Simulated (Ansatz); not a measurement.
Lu$_{3}$AlN:
```cif
data_AlLu3N
_chemical_formula_sum 'Lu3 Al1 N1'
_space_group_name_H-M_alt 'Pm-3m'
_space_group_IT_number 221
_space_group_name_Hall '-P 4 2 3'
_cell_length_a 4.60800
_cell_length_b 4.60800
_cell_length_c 4.60800
_cell_angle_alpha 90.000
_cell_angle_beta 90.000
_cell_angle_gamma 90.000
loop_
_atom_site_label
_atom_site_type_symbol
_atom_site_symmetry_multiplicity
_atom_site_Wyckoff_symbol
_atom_site_fract_x
_atom_site_fract_y
_atom_site_fract_z
_atom_site_occupancy
Lu1 Lu 3 c 0.00000 0.50000 0.50000 1
Al1 Al 1 a 0.00000 0.00000 0.00000 1
N1 N 1 b 0.50000 0.50000 0.50000 1
```

Relaxed with r²SCAN.

Question: Which orbitals make up the states near the Fermi level in the program Ansatz at the r²SCAN level (PAW)?

Answer: Within 0.5 eV of the Fermi level: Lu 5d 91 %. Projections are on Löwdin-orthogonalised atomic valence shells; empty p or d shells of many metals are not among them.

Question: Tabulate the density of states.

Answer: States/eV per cell of 5 atoms, in 0.25 eV bins, energy from the Fermi level.

| E (eV) | total | Lu 4f | Lu 5d | N 2p |
|---|---|---|---|---|
| -7.85 | 0.00 | 0.00 | 0.00 | 0.00 |
| -7.60 | 0.00 | 0.00 | 0.00 | 0.00 |
| -7.35 | 0.18 | 0.00 | 0.03 | 0.00 |
| -7.10 | 0.43 | 0.00 | 0.08 | 0.01 |
| -6.85 | 0.70 | 0.01 | 0.12 | 0.03 |
| -6.60 | 1.61 | 0.05 | 0.22 | 0.23 |
| -6.35 | 3.12 | 0.18 | 0.61 | 0.89 |
| -6.10 | 3.31 | 0.29 | 0.93 | 1.47 |
| -5.85 | 2.23 | 0.54 | 0.50 | 0.94 |
| -5.60 | 9.57 | 4.77 | 1.74 | 1.79 |
| -5.35 | 10.85 | 8.55 | 0.49 | 1.46 |
| -5.10 | 144.99 | 144.11 | 0.37 | 0.05 |
| -4.85 | 5.30 | 3.90 | 0.53 | 0.54 |
| -4.60 | 4.43 | 2.16 | 0.75 | 1.02 |
| -4.35 | 3.32 | 1.13 | 0.65 | 1.08 |
| -4.10 | 2.54 | 0.60 | 0.55 | 1.03 |
| -3.85 | 2.66 | 0.47 | 0.59 | 1.32 |
| -3.60 | 2.39 | 0.35 | 0.47 | 1.33 |
| -3.35 | 2.74 | 0.31 | 0.54 | 1.47 |
| -3.10 | 1.94 | 0.13 | 0.48 | 0.72 |
| -2.85 | 2.11 | 0.04 | 0.77 | 0.27 |
| -2.60 | 2.21 | 0.03 | 0.87 | 0.21 |
| -2.35 | 2.28 | 0.02 | 0.96 | 0.17 |
| -2.10 | 3.19 | 0.03 | 1.46 | 0.19 |
| -1.85 | 2.00 | 0.02 | 1.04 | 0.10 |
| -1.60 | 4.83 | 0.03 | 2.40 | 0.06 |
| -1.35 | 4.36 | 0.02 | 2.76 | 0.02 |
| -1.10 | 0.60 | 0.00 | 0.43 | 0.00 |
| -0.85 | 0.56 | 0.00 | 0.49 | 0.00 |
| -0.60 | 0.84 | 0.00 | 0.78 | 0.01 |
| -0.35 | 1.18 | 0.00 | 1.11 | 0.01 |
| -0.10 | 1.68 | 0.01 | 1.59 | 0.02 |
| 0.15 | 2.09 | 0.01 | 1.94 | 0.04 |
| 0.40 | 2.49 | 0.01 | 2.17 | 0.09 |
| 0.65 | 3.45 | 0.01 | 2.68 | 0.17 |
| 0.90 | 3.78 | 0.01 | 2.58 | 0.19 |
| 1.15 | 2.37 | 0.01 | 1.54 | 0.11 |
| 1.40 | 4.11 | 0.02 | 2.92 | 0.19 |
| 1.65 | 6.17 | 0.02 | 4.66 | 0.27 |
| 1.90 | 8.45 | 0.02 | 6.84 | 0.23 |
| 2.15 | 1.95 | 0.01 | 1.35 | 0.10 |
| 2.40 | 0.79 | 0.00 | 0.58 | 0.05 |
| 2.65 | 0.64 | 0.00 | 0.53 | 0.03 |
| 2.90 | 1.45 | 0.00 | 1.04 | 0.04 |
| 3.15 | 2.63 | 0.01 | 1.78 | 0.07 |
| 3.40 | 3.79 | 0.01 | 2.52 | 0.11 |
| 3.65 | 6.16 | 0.01 | 4.57 | 0.23 |
| 3.90 | 5.59 | 0.01 | 4.19 | 0.27 |
| 4.15 | 4.60 | 0.01 | 3.50 | 0.09 |
| 4.40 | 3.90 | 0.00 | 3.14 | 0.05 |
| 4.65 | 2.34 | 0.00 | 1.77 | 0.02 |

The workflow started from a Materials Project entry (that database holds measured and hypothetical structures alike); the Crystallography Open Database copy checked does not list it. Its standing as an ambient phase is unchecked. The r²SCAN relaxation kept the symmetry of its start; whether a distortion lowers the energy is not shown. With an odd number of electrons in the cell and no spin polarisation, the count alone makes it a metal. Scalar-relativistic: spin–orbit coupling is off unless named, which matters more the heavier the elements.

Potentials: the later of the program's two PAW sets.
